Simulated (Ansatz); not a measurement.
La2O3 (A-La2O3 type, space group P-3m1)

```yaml
crystal:
  lattice:
    - [3.90611, 0.00000, 0.00000]
    - [-1.95305, 3.38279, 0.00000]
    - [0.00000, 0.00000, 6.04025]
  atoms:
    - { symbol: La, position: [0.33333, 0.66667, 0.24537] }
    - { symbol: La, position: [0.66667, 0.33333, 0.75463] }
    - { symbol: O, position: [0.00000, 0.00000, 0.00000] }
    - { symbol: O, position: [0.33333, 0.66667, 0.64601] }
    - { symbol: O, position: [0.66667, 0.33333, 0.35399] }
```

The slice is a (-1 1 0 2) plane (indices of the conventional cell) through the point (0.333, 0.667, 0.245) (fractional), spanned by u = [110] and v = [1 -1 1] in vectors of this cell: u (3.91 Å) and v (9.07 Å, at 90° to u). It covers one period; positions are fractions (u, v).

These are PBEsol (plane waves to 420 eV, PAW, scalar-relativistic; Ansatz, an electronic-structure program) values and carry that method's errors. k mesh 10×10×6. Inside the PAW spheres the values are not all-electron values, and peaks at nuclei hang on which shells count as valence. La2O3 is run without spin polarisation. La2O3 was relaxed with its symmetry unable to fall.

Task: Predict the map of the electron localisation function (ELF) on the slice.

Result: 
```tsv
v \ u	0.00	0.11	0.22	0.33	0.44	0.56	0.67	0.78	0.89
0.90	0.85	0.79	0.33	0.06	0.16	0.16	0.06	0.33	0.79
0.75	0.82	0.81	0.54	0.10	0.06	0.06	0.10	0.54	0.81
0.60	0.53	0.41	0.11	0.06	0.08	0.08	0.06	0.11	0.41
0.45	0.88	0.78	0.22	0.67	0.80	0.80	0.67	0.22	0.78
0.30	0.19	0.14	0.06	0.04	0.13	0.13	0.04	0.06	0.14
0.15	0.12	0.10	0.06	0.02	0.01	0.01	0.02	0.06	0.10
0.00	x	x	0.83	0.19	0.11	0.11	0.19	0.83	x
```

Values: electron localisation function (ELF). Points within 0.5 Å of a nucleus are blanked (x), as the pseudised field means little there.
